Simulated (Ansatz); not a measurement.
**CsGa3 in Ansatz, relaxation**

The input file (Ansatz 0.2.0, plane waves):

```yaml
crystal:
  lattice:
    - [0.0, 6.421524, 0.0]
    - [6.421524, 0.0, 0.0]
    - [3.210762, 3.210762, -7.568663]
  atoms:
    - { symbol: Ga, position: [0.3931, 0.6985, 0.2138] }
    - { symbol: Ga, position: [0.3015, 0.6069, 0.7862] }
    - { symbol: Ga, position: [0.3931, 0.0877, 0.2138] }
    - { symbol: Ga, position: [0.9123, 0.6069, 0.7862] }
    - { symbol: Ga, position: [0.2217, 0.428, 0.5566] }
    - { symbol: Ga, position: [0.572, 0.7783, 0.4434] }
    - { symbol: Ga, position: [0.2217, 0.0154, 0.5566] }
    - { symbol: Ga, position: [0.9846, 0.7783, 0.4434] }
    - { symbol: Cs, position: [0.8725, 0.3725, 0.255] }
    - { symbol: Cs, position: [0.6275, 0.1275, 0.745] }
    - { symbol: Cs, position: [0.0, 0.0, 0.0] }
    - { symbol: Ga, position: [0.5, 0.5, 0.0] }
  symmetry: { tolerance: 0.0003 }
kpoints:
  mp_grid: { grid: [4, 4, 4], shift: [0, 0, 0] }
magnetization:
  spin_polarized: false
scf:
  occupations: { method: fermi_dirac, width: 0.0195 }
  lower_state_search: "off"
hamiltonian:
  pseudopotentials: { kind: paw }
  xc: r2scan
basis:
  ecutwfc: 500
  fft_grid_basis: typed
relax:
  max_steps: 80
  cell: { p_target: 0.0 }
  f_tol: 0.03
output:
  forces: true
  stress: true
  eigenvalues: true
  bader: false
  populations: true
  elf: true
  write_potential: true
  volumetric_format: npy
  dos:
    e_range: [-12, 8]
    de: 0.05
    projected: { site_lists: { Cs: [Cs], Ga: [Ga] } }
  write_density: true
checkpoint:
  read: saved_state
```

Launch command:

```bash
ansatz run input.yaml --threads 2 --pin off --max-ram 2560MiB --backend cpu --events-out ev --progress --plain --runs-dir out
```

Origin of the cell: a known structure type with other elements, at an estimated volume, so it need not be a known compound.

The saved state is a converged single point of the same cell.

Steps («new basis» is an SCF on plane waves selected anew at the same cell):

```
step  ΔF (meV/atom)  max force component (eV/Å)  P (GPa)  volume (Å³)  SCF iterations   step was
   1            0.0                       0.506    -0.25       312.10               8   accepted
   2          -10.1                       0.141     0.29       311.13               7   accepted
   3          -10.6                       0.012     0.04       312.86               6   accepted
   4          -10.6                       0.003     0.01       313.18               6   accepted
   5          -10.7                       0.003     0.01       313.18               5  new basis
```

Step 1, with forces in eV/Å:

```xyz
12
Lattice="0.000 6.422 0.000 6.422 0.000 0.000 3.211 3.211 -7.569" Properties=species:S:1:pos:R:3:forces:R:3 pbc="T T T" step=1
Ga    5.172    3.211   -1.618    0.236    0.000   -0.506
Ga    6.422    4.460   -5.950    0.000   -0.236    0.506
Ga    1.250    3.211   -1.618   -0.236    0.000   -0.506
Ga    6.422    8.383   -5.950    0.000    0.236    0.506
Ga    4.536    3.211   -4.213    0.453    0.000    0.335
Ga    6.422    5.097   -3.356    0.000   -0.453   -0.335
Ga    1.886    3.211   -4.213   -0.453    0.000    0.335
Ga    6.422    7.746   -3.356    0.000    0.453   -0.335
Cs    3.211    6.422   -1.930    0.000    0.000   -0.057
Cs    3.211    6.422   -5.639    0.000    0.000    0.057
Cs    0.000    0.000    0.000    0.000    0.000    0.000
Ga    3.211    3.211    0.000    0.000    0.000    0.000
```

Step 2, with forces in eV/Å:

```xyz
12
Lattice="0.000 6.386 0.000 6.386 0.000 0.000 3.193 3.193 -7.629" Properties=species:S:1:pos:R:3:forces:R:3 pbc="T T T" step=2
Ga    5.148    3.193   -1.698    0.074    0.000    0.013
Ga    6.386    4.431   -5.932    0.000   -0.074   -0.013
Ga    1.238    3.193   -1.698   -0.074    0.000    0.013
Ga    6.386    8.341   -5.932    0.000    0.074   -0.013
Ga    4.547    3.193   -4.201   -0.141    0.000   -0.042
Ga    6.386    5.032   -3.428    0.000    0.141    0.042
Ga    1.839    3.193   -4.201    0.141    0.000   -0.042
Ga    6.386    7.740   -3.428    0.000   -0.141    0.042
Cs    3.193    6.386   -1.953    0.000    0.000   -0.002
Cs    3.193    6.386   -5.676    0.000    0.000    0.002
Cs    0.000    0.000    0.000    0.000    0.000    0.000
Ga    3.193    3.193    0.000    0.000    0.000    0.000
```

Step 5, with forces in eV/Å:

```xyz
12
Lattice="0.000 6.408 0.000 6.408 0.000 0.000 3.204 3.204 -7.627" Properties=species:S:1:pos:R:3:forces:R:3 pbc="T T T" step=5
Ga    5.173    3.204   -1.698    0.000    0.000   -0.001
Ga    6.408    4.439   -5.929    0.000    0.000    0.001
Ga    1.235    3.204   -1.698    0.000    0.000   -0.001
Ga    6.408    8.377   -5.929    0.000    0.000    0.001
Ga    4.550    3.204   -4.201    0.001    0.000    0.003
Ga    6.408    5.062   -3.426    0.000   -0.001   -0.003
Ga    1.858    3.204   -4.201   -0.001    0.000    0.003
Ga    6.408    7.754   -3.426    0.000    0.001   -0.003
Cs    3.204    6.408   -1.950    0.000    0.000    0.001
Cs    3.204    6.408   -5.677    0.000    0.000   -0.001
Cs    0.000    0.000    0.000    0.000    0.000    0.000
Ga    3.204    3.204    0.000    0.000    0.000    0.000
```

* Free energy lowered by: 10.7 meV/atom
* Volume change: 0.34 %
* Final pressure: 0.01 GPa
* Relaxation steps listed: 5

Caveats: the relaxation held the start's symmetry, so the end may be a saddle point.

Time: 8.6 min on 2 threads of Arm Neoverse N1 (shared host), peak memory 1.4 GiB, from a saved density.
